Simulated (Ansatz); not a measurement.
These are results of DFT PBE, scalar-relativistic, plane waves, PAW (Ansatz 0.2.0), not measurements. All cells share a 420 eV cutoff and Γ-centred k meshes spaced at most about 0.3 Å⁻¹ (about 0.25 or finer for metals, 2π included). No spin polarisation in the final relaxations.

Temperature and zero-point effects are left out.

Two forms of Y2HfF were relaxed alike.

1.

Space group P6mm (No. 183). a = 5.710 Å, b = 5.710 Å, c = 4.025 Å, α = 90.00°, β = 90.00°, γ = 120.00°
| atom | site | symmetry | x | y | z |
| --- | --- | --- | --- | --- | --- |
| Y | 2b | 3m. | 0.3333 | 0.6667 | 0.5427 |
| Hf | 1a | 6mm | 0.0000 | 0.0000 | 0.2768 |
| F | 1a | 6mm | 0.0000 | 0.0000 | 0.7784 |

2.

Space group I4/mmm (No. 139). a = 4.740 Å, b = 4.740 Å, c = 8.834 Å, α = 90.00°, β = 90.00°, γ = 90.00°
```tsv
atom	site	symmetry	x	y	z
Y	4d	-4m2	0.0000	0.5000	0.2500
Hf	2a	4/mmm	0.0000	0.0000	0.0000
F	2b	4/mmm	0.5000	0.5000	0.0000
```

Question: Which form is favoured at zero pressure, and by what margin per atom?

Answer: Cell 1 is lower, by 0.36 eV/atom. Cell 1 has space group P6mm (No. 183), 28.4 Å³/atom and no gap on its mesh; cell 2 has space group I4/mmm (No. 139), 24.8 Å³/atom and no gap. The shortest distance is 2.01 Å (Hf–F) in cell 1 and 3.24 Å (Y–F and Y–Hf) in cell 2. The lower one is the more open, so pressure narrows the difference. In cell 1, Y has 3 Y at 3.30 Å, 3 F at 3.43 Å, 3 Hf at 3.47 Å and 2 Y at 4.03 Å; Hf is surrounded by 2 F at 2.01–2.02 Å and 6 Y at 3.47 Å; around F lie 2 Hf at 2.01–2.02 Å and 6 Y at 3.43 Å. In cell 2, around Y lie 4 F at 3.24 Å, 4 Hf at 3.24 Å and 4 Y at 3.35 Å; Hf is surrounded by 8 Y at 3.24 Å and 4 F at 3.35 Å; F has 8 Y at 3.24 Å and 4 Hf at 3.35 Å. Both come from invented guesses. A third cell relaxed alike, in P4/mmm, lies 0.73 eV/atom below the lower of the two.

Spin–orbit coupling, which can matter for Hf, is left out. In P6mm, I4/mmm an odd number of electrons in the primitive cell allows no gap without spin; a larger cell or a magnetic state could open one. A magnetic state wasn't ruled out in cells without spin, among them P6mm, I4/mmm. Cells relaxed within their symmetry can be saddle points.
